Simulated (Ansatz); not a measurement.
C:
```cif
data_C8
_chemical_formula_sum 'C8'
_space_group_name_H-M_alt 'P 1'
_space_group_IT_number 1
_cell_length_a 5.28500
_cell_length_b 5.28500
_cell_length_c 5.28500
_cell_angle_alpha 60.000
_cell_angle_beta 60.000
_cell_angle_gamma 60.000
loop_
_space_group_symop_operation_xyz
  'x, y, z'
loop_
_atom_site_label
_atom_site_type_symbol
_atom_site_fract_x
_atom_site_fract_y
_atom_site_fract_z
_atom_site_occupancy
C1 C 0.57048 0.28857 0.57048 1
C2 C 0.96143 0.67952 0.67952 1
C3 C 0.57048 0.57048 0.28857 1
C4 C 0.67952 0.96143 0.67952 1
C5 C 0.57048 0.57048 0.57048 1
C6 C 0.67952 0.67952 0.67952 1
C7 C 0.28857 0.57048 0.57048 1
C8 C 0.67952 0.67952 0.96143 1
```

Relaxed with r²SCAN. Independent-particle spectrum: no excitons, no local fields, no scissors shift; 0.1 eV broadening; ε₁ of the summed bands alone.

Problem. Tabulate the dielectric function from DFT-r²SCAN in the program Ansatz with PAW potentials.

Solution. 

| E (eV) | ε₁ xx | ε₂ xx |
|---|---|---|
| 0.0 | 4.51 | 0.00 |
| 0.5 | 4.55 | 0.00 |
| 1.0 | 4.65 | 0.00 |
| 1.5 | 4.86 | 0.00 |
| 2.0 | 5.26 | 0.00 |
| 2.5 | 6.53 | 0.35 |
| 3.0 | 6.23 | 1.99 |
| 3.5 | 5.85 | 2.64 |
| 4.0 | 5.68 | 3.35 |
| 4.5 | 4.80 | 5.04 |
| 5.0 | 3.32 | 4.69 |
| 5.5 | 2.61 | 4.61 |
| 6.0 | 1.77 | 5.14 |
| 6.5 | -0.21 | 3.12 |
| 7.0 | 1.12 | 1.99 |
| 7.5 | 1.35 | 2.33 |
| 8.0 | 0.57 | 2.01 |
| 8.5 | 0.99 | 1.22 |
| 9.0 | 1.76 | 1.30 |
| 9.5 | 2.02 | 1.26 |
| 10.0 | 2.28 | 2.15 |
| 10.5 | 1.95 | 1.93 |
| 11.0 | 2.06 | 2.08 |
| 11.5 | 2.20 | 2.38 |
| 12.0 | 1.25 | 3.42 |

Problem. From ε at 2.7 eV (xx: 6.59 + 1.32i), find n, k, the normal reflectivity and the absorption coefficient.

Solution. n = 2.58, k = 0.256, R = 20 %, α = 2kE/ħc = 70000 cm⁻¹.

With all bands, ε∞ without local fields is 4.61.

Space group Fd-3m. The start of the workflow was typed in or built on a structure type. Its sites differ from those of the usual phase in this space group: another stacking or structure type. Symmetry was held in the r²SCAN relaxation; its stability against distortions is not shown here.

Potentials: the earlier of the program's two PAW sets.
